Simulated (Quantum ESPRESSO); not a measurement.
HfRh2AgIn4, one run as intended and one with a planted mistake

Computed values, not a measurement. The program is pw.x of Quantum ESPRESSO 7.5 (plane-wave density functional theory). The cell is made up: eight metal atoms on a face-centred cubic lattice, with elements, volume, strain and displacements drawn at random and not relaxed, so it may be unstable or far from any real phase. PseudoDojo standard norm-conserving files set the functional (PBE unless stated); there is no spin polarisation or spin-orbit coupling, the Fermi-Dirac width of 0.25 eV means electrons at about 2900 K, and the masses in the input are unused placeholders. Heavy elements are run without spin-orbit coupling, which real alloys of them have. A spin test at this wide smearing found no moment, but such smearing suppresses magnetism that the real alloy may have.

Intended input:

```
&control calculation='scf', pseudo_dir='./dojo.nc.sr.pbe.v0_5.standard.upf', outdir='./o', disk_io='minimal', tprnfor=.true., tstress=.true. /
&system ibrav=0, nat=8, ntyp=4, nbnd=71, ecutwfc=87.97787729, nosym=.true., tot_charge=0,
 occupations='smearing', smearing='fd', degauss=0.0183746611
/
&electrons conv_thr=1.470e-08, electron_maxstep=70, mixing_beta=0.5 /
ATOMIC_SPECIES
Ag 1.0 Ag.upf
Hf 1.0 Hf.upf
In 1.0 In.upf
Rh 1.0 Rh.upf
CELL_PARAMETERS angstrom
-0.0553 4.3459 0.0286
-4.2744 0.0267 -4.3427
-4.2792 0.0839 4.3475
ATOMIC_POSITIONS angstrom
Hf -0.0233 -0.0684 0.0279
Rh -2.1369 0.0383 2.1841
Ag -2.1677 -0.0065 -2.1992
In -4.3049 0.0537 0.0016
Rh -2.1698 2.222 -0.0148
In -4.311 2.2736 2.2071
In -4.2928 2.2238 -2.1752
In -6.4377 2.2611 -0.0204
K_POINTS automatic
5 4 4 1 1 1
```

The log is shortened where brackets say so; the opening notice, blank lines, dates and the lines on written files are dropped, and the path of the files is cut. It prints rydbergs, bohrs and kilobars, and counts compression as positive stress. Its total energy is the free energy E - TS of the whole cell.

Log of the intended run:

```
     Program PWSCF v.7.5
     Parallel version (MPI & OpenMP), running on       4 processor cores
     Number of MPI processes:                 4
     Threads/MPI process:                     1
     [start-up lines left out]
     bravais-lattice index     =            0
     lattice parameter (alat)  =       8.2134  a.u.
     unit-cell volume          =    1089.7696 (a.u.)^3
     number of atoms/cell      =            8
     number of atomic types    =            4
     number of electrons       =       117.00
     number of Kohn-Sham states=           71
     kinetic-energy cutoff     =      87.9779  Ry
     charge density cutoff     =     351.9115  Ry
     scf convergence threshold =      1.5E-08
     mixing beta               =       0.5000
     number of iterations used =            8  plain     mixing
     Exchange-correlation= PBE
                           (   1   4   3   4   0   0   0)
     [axes and pseudopotential details left out]
   Cartesian axes
     site n.     atom                  positions (alat units)
         1        Hf     tau(   1) = (  -0.0053608  -0.0157374   0.0064192  )
         2        Rh     tau(   2) = (  -0.4916544   0.0088120   0.5025141  )
         3        Ag     tau(   3) = (  -0.4987408  -0.0014955  -0.5059883  )
         4        In     tau(   4) = (  -0.9904642   0.0123552   0.0003681  )
         5        Rh     tau(   5) = (  -0.4992240   0.5112340  -0.0034052  )
         6        In     tau(   6) = (  -0.9918677   0.5231061   0.5078059  )
         7        In     tau(   7) = (  -0.9876802   0.5116482  -0.5004664  )
         8        In     tau(   8) = (  -1.4811752   0.5202301  -0.0046936  )
     number of k points=    40  Fermi-Dirac smearing, width (Ry)=  0.0184
                       cart. coord. in units 2pi/alat
        k(    1) = (  -0.1257605   0.0984147  -0.0007172), wk =   0.0500000
        k(    2) = (  -0.2527546   0.0959763   0.1242645), wk =   0.0500000
     [further k points left out]
     Dense  grid:   121555 G-vectors     FFT dimensions: (  50,  72,  72)
     Estimated max dynamical RAM per process >     378.41 MB
     Estimated total dynamical RAM >       1.39 GB
     Initial potential from superposition of free atoms
     starting charge     116.9808, renormalised to     117.0000
     Starting wfcs are   76 randomized atomic wfcs
     total cpu time spent up to now is        7.1 secs
     per-process dynamical memory:   274.0 Mb
     Self-consistent Calculation
     iteration #  1     ecut=    87.98 Ry     beta= 0.50
     Davidson diagonalization with overlap
     ethr =  1.00E-02,  avg # of iterations =  4.4
     Threshold (ethr) on eigenvalues was too large:
     Diagonalizing with lowered threshold
     Davidson diagonalization with overlap
     ethr =  4.00E-04,  avg # of iterations =  3.5
     total cpu time spent up to now is       37.6 secs
     total energy              =   -1423.50043997 Ry
     estimated scf accuracy    <       0.50360593 Ry
     iteration #  2     ecut=    87.98 Ry     beta= 0.50
     Davidson diagonalization with overlap
     ethr =  4.30E-04,  avg # of iterations =  3.5
     total cpu time spent up to now is       53.6 secs
     total energy              =   -1423.41670030 Ry
     estimated scf accuracy    <       1.84351571 Ry
     [iterations 3 to 11 left out]
     iteration # 12     ecut=    87.98 Ry     beta= 0.50
     Davidson diagonalization with overlap
     ethr =  2.97E-10,  avg # of iterations =  3.6
     total cpu time spent up to now is      205.4 secs
     total energy              =   -1423.70476784 Ry
     estimated scf accuracy    <       0.00000002 Ry
     iteration # 13     ecut=    87.98 Ry     beta= 0.50
     Davidson diagonalization with overlap
     ethr =  1.67E-11,  avg # of iterations =  4.5
     total cpu time spent up to now is      224.1 secs
     End of self-consistent calculation
     [lines on levels left out]
!    total energy              =   -1423.70476784 Ry
     estimated scf accuracy    <       0.00000001 Ry
     smearing contrib. (-TS)   =      -0.07713731 Ry
     internal energy E=F+TS    =   -1423.62763053 Ry
     The total energy is F=E-TS. E is the sum of the following terms:
     one-electron contribution =    -439.93994433 Ry
     hartree contribution      =     299.93453848 Ry
     xc contribution           =    -310.90316648 Ry
     ewald contribution        =    -972.71905820 Ry
     convergence has been achieved in  13 iterations
     Forces acting on atoms (cartesian axes, Ry/au):
     atom    1 type  2   force =    -0.06359058    0.01547977   -0.01293925
     atom    2 type  4   force =    -0.00125927    0.00168318    0.00251824
     atom    3 type  1   force =     0.00336078    0.00541799    0.02249302
     atom    4 type  3   force =     0.04450265    0.00614267   -0.00093034
     atom    5 type  4   force =     0.02438259    0.00087211    0.00803461
     atom    6 type  3   force =     0.01742549   -0.01088902    0.00142467
     atom    7 type  3   force =    -0.01594845   -0.01157511   -0.00384305
     atom    8 type  3   force =    -0.00887322   -0.00713159   -0.01675789
     Total force =     0.094471     Total SCF correction =     0.000260
     Computing stress (Cartesian axis) and pressure
          total   stress  (Ry/bohr**3)                   (kbar)     P=      -32.31
  -0.00044371  -0.00000164   0.00003739          -65.27       -0.24        5.50
  -0.00000164  -0.00017264  -0.00001866           -0.24      -25.40       -2.74
   0.00003739  -0.00001866  -0.00004261            5.50       -2.74       -6.27
     init_run     :      6.57s CPU      6.86s WALL (       1 calls)
     electrons    :    214.20s CPU    217.00s WALL (       1 calls)
     forces       :      2.38s CPU      2.40s WALL (       1 calls)
     stress       :      8.55s CPU      8.72s WALL (       1 calls)
     [timing details left out]
     PWSCF        :   3m51.98s CPU   3m55.31s WALL
     JOB DONE.
```

A second run has one planted mistake: one coordinate of one atom is wrong. The input lines that differ:

```
- Rh -2.1369 0.0383 2.1841
+ Rh -2.1369 0.1183 2.1841
```

Its log:

```
     Program PWSCF v.7.5
     Parallel version (MPI & OpenMP), running on       4 processor cores
     Number of MPI processes:                 4
     Threads/MPI process:                     1
     [start-up lines left out]
     bravais-lattice index     =            0
     lattice parameter (alat)  =       8.2134  a.u.
     unit-cell volume          =    1089.7696 (a.u.)^3
     number of atoms/cell      =            8
     number of atomic types    =            4
     number of electrons       =       117.00
     number of Kohn-Sham states=           71
     kinetic-energy cutoff     =      87.9779  Ry
     charge density cutoff     =     351.9115  Ry
     scf convergence threshold =      1.5E-08
     mixing beta               =       0.5000
     number of iterations used =            8  plain     mixing
     Exchange-correlation= PBE
                           (   1   4   3   4   0   0   0)
     [axes and pseudopotential details left out]
   Cartesian axes
     site n.     atom                  positions (alat units)
         1        Hf     tau(   1) = (  -0.0053608  -0.0157374   0.0064192  )
         2        Rh     tau(   2) = (  -0.4916544   0.0272183   0.5025141  )
         3        Ag     tau(   3) = (  -0.4987408  -0.0014955  -0.5059883  )
         4        In     tau(   4) = (  -0.9904642   0.0123552   0.0003681  )
         5        Rh     tau(   5) = (  -0.4992240   0.5112340  -0.0034052  )
         6        In     tau(   6) = (  -0.9918677   0.5231061   0.5078059  )
         7        In     tau(   7) = (  -0.9876802   0.5116482  -0.5004664  )
         8        In     tau(   8) = (  -1.4811752   0.5202301  -0.0046936  )
     number of k points=    40  Fermi-Dirac smearing, width (Ry)=  0.0184
                       cart. coord. in units 2pi/alat
        k(    1) = (  -0.1257605   0.0984147  -0.0007172), wk =   0.0500000
        k(    2) = (  -0.2527546   0.0959763   0.1242645), wk =   0.0500000
     [further k points left out]
     Dense  grid:   121555 G-vectors     FFT dimensions: (  50,  72,  72)
     Estimated max dynamical RAM per process >     378.41 MB
     Estimated total dynamical RAM >       1.39 GB
     Initial potential from superposition of free atoms
     starting charge     116.9808, renormalised to     117.0000
     Starting wfcs are   76 randomized atomic wfcs
     total cpu time spent up to now is        7.6 secs
     per-process dynamical memory:   282.8 Mb
     Self-consistent Calculation
     iteration #  1     ecut=    87.98 Ry     beta= 0.50
     Davidson diagonalization with overlap
     ethr =  1.00E-02,  avg # of iterations =  4.4
     Threshold (ethr) on eigenvalues was too large:
     Diagonalizing with lowered threshold
     Davidson diagonalization with overlap
     ethr =  4.00E-04,  avg # of iterations =  3.7
     total cpu time spent up to now is       40.8 secs
     total energy              =   -1423.50003257 Ry
     estimated scf accuracy    <       0.50363778 Ry
     iteration #  2     ecut=    87.98 Ry     beta= 0.50
     Davidson diagonalization with overlap
     ethr =  4.30E-04,  avg # of iterations =  3.5
     total cpu time spent up to now is       57.0 secs
     total energy              =   -1423.41416292 Ry
     estimated scf accuracy    <       1.86451032 Ry
     [iterations 3 to 11 left out]
     iteration # 12     ecut=    87.98 Ry     beta= 0.50
     Davidson diagonalization with overlap
     ethr =  3.05E-10,  avg # of iterations =  3.4
     total cpu time spent up to now is      203.4 secs
     total energy              =   -1423.70450997 Ry
     estimated scf accuracy    <       0.00000002 Ry
     iteration # 13     ecut=    87.98 Ry     beta= 0.50
     Davidson diagonalization with overlap
     ethr =  1.65E-11,  avg # of iterations =  4.4
     total cpu time spent up to now is      222.0 secs
     End of self-consistent calculation
     [lines on levels left out]
!    total energy              =   -1423.70450997 Ry
     estimated scf accuracy    <          9.5E-09 Ry
     smearing contrib. (-TS)   =      -0.07721158 Ry
     internal energy E=F+TS    =   -1423.62729839 Ry
     The total energy is F=E-TS. E is the sum of the following terms:
     one-electron contribution =    -439.95326581 Ry
     hartree contribution      =     299.94210221 Ry
     xc contribution           =    -310.90357136 Ry
     ewald contribution        =    -972.71256343 Ry
     convergence has been achieved in  13 iterations
     Forces acting on atoms (cartesian axes, Ry/au):
     atom    1 type  2   force =    -0.06363043    0.01662294   -0.01297862
     atom    2 type  4   force =    -0.00239222   -0.00510707    0.00251564
     atom    3 type  1   force =     0.00318098    0.00476253    0.02246918
     atom    4 type  3   force =     0.04440931    0.00545586   -0.00092023
     atom    5 type  4   force =     0.02454957    0.00270637    0.00809260
     atom    6 type  3   force =     0.01794067   -0.00923729    0.00149677
     atom    7 type  3   force =    -0.01518621   -0.00976483   -0.00385694
     atom    8 type  3   force =    -0.00887167   -0.00543852   -0.01681840
     Total force =     0.094282     Total SCF correction =     0.000254
     Computing stress (Cartesian axis) and pressure
          total   stress  (Ry/bohr**3)                   (kbar)     P=      -32.10
  -0.00044346  -0.00000645   0.00003596          -65.23       -0.95        5.29
  -0.00000645  -0.00017021  -0.00002178           -0.95      -25.04       -3.20
   0.00003596  -0.00002178  -0.00004089            5.29       -3.20       -6.01
     init_run     :      7.07s CPU      7.35s WALL (       1 calls)
     electrons    :    211.79s CPU    214.51s WALL (       1 calls)
     forces       :      2.36s CPU      2.39s WALL (       1 calls)
     stress       :      8.26s CPU      8.45s WALL (       1 calls)
     [timing details left out]
     PWSCF        :   3m49.70s CPU   3m53.02s WALL
     JOB DONE.
```

```
                                            intended run  run with the mistake
                          free energy (eV)    -19370.490            -19370.487
         entropy term -TS, part of it (eV)        -1.050                -1.051
                            pressure (GPa)         -3.23                 -3.21
size of the largest force component (eV/Å)         1.635                 1.636
largest change of a force component (eV/Å)                               0.175
                                iterations            13                    13
```

For scale, a rerun of the intended cell at a higher cutoff and on a denser mesh moved values by no more than 0.002 eV in energy, 0.11 GPa in stress and 0.010 eV/Å in force, and a second program with other atomic files agreed on that cell to 2 % rms in force and 0.5 GPa in pressure.